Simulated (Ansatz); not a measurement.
Given:

AlN:
```
AlN
1.0
    0.00000     2.00549     2.00549
    2.00549     0.00000     2.00549
    2.00549     2.00549     0.00000
Al N
1 1
Cartesian
  0.00000   0.00000   0.00000
  2.00549   2.00549   2.00549
```

This is the LDA-relaxed structure.

**Question.** All from LDA in the plane-wave PAW code Ansatz, unless another level is named. Predict the zero-point energy.

**Answer.** 92.8 meV/atom.

**Question.** Predict the Debye temperature from the elastic constants.

**Answer.** 1230 K.

Space group Fm-3m (rock salt). This is a known high-pressure phase of the composition, computed here at zero pressure and temperature. The LDA relaxation kept the symmetry of its start; phonons on a q-mesh show no instability. The volume moved by -39 % from the start of the relaxation.

Potentials: the later of the program's two PAW sets.
